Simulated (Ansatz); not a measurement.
Here is an unrelaxed guess for MgSiN.

```cif
data_structure
_symmetry_space_group_name_H-M 'P4/mmm'
_symmetry_Int_Tables_number 123
_cell_length_a 3.3881
_cell_length_b 3.3881
_cell_length_c 3.4577
_cell_angle_alpha 90.000
_cell_angle_beta 90.000
_cell_angle_gamma 90.000
_cell_volume 39.69
loop_
_atom_site_label
_atom_site_type_symbol
_atom_site_symmetry_multiplicity
_atom_site_Wyckoff_symbol
_atom_site_fract_x
_atom_site_fract_y
_atom_site_fract_z
_atom_site_occupancy
Mg1 Mg 1 a 0.00000 0.00000 0.00000 1
Si1 Si 1 d 0.50000 0.50000 0.50000 1
N1 N 1 c 0.50000 0.50000 0.00000 1
```

Level of theory: DFT PBE, scalar-relativistic, plane waves, PAW in Ansatz. Plane waves to 420 eV, a k mesh through Γ of 6×6×6 on the computed 3-atom cell and Gaussian smearing (0.10 eV); no spin polarisation.

Formation energies are uncorrected and refer to the elements' standard structures at the same level (N₂ as a molecule).

Task: What does a single point on this coarse mesh give?

Result: The pressure is 0.5 GPa (the mean over three directions, positive in compression), the largest force is 0.00 eV/Å (symmetry fixes the atoms), and the energy is −0.05 eV/atom against the elements. The shortest distance is 1.73 Å.

Task: Is it a good guess?

Result: A fair one: relaxing gains about 0.18 eV/atom (the start's value is from the coarse mesh, so the gain is rough) in 13 ionic steps and ends at −0.23 eV/atom on the finer mesh. The symmetry stays P4/mmm (No. 123). The volume per atom shrinks by 9.4 %, from 13.2 to 12.0 Å³. The shortest distance goes from 1.73 Å (Si–N) to 1.91 Å (Si–N). The ratio c/a of the conventional cell changes by a factor of 1.22. Conventional cell: a = 3.067 Å, c = 3.825 Å. Mg has 4 N at 2.17 Å; around Si lie 2 N at 1.91 Å; around N lie 2 Si at 1.91 Å and 4 Mg at 2.17 Å.

The last run used a 16×16×12 mesh (in the run's order of axes) for its 3-atom cell and Gaussian smearing of 0.10 eV. An odd number of electrons in the primitive cell allows no gap without spin; a larger cell or a magnetic state could open one. The relaxation can't lower the symmetry of the start, and the grade says only how near the guess is to its own end. A structure relaxed within its symmetry needn't be a true minimum.
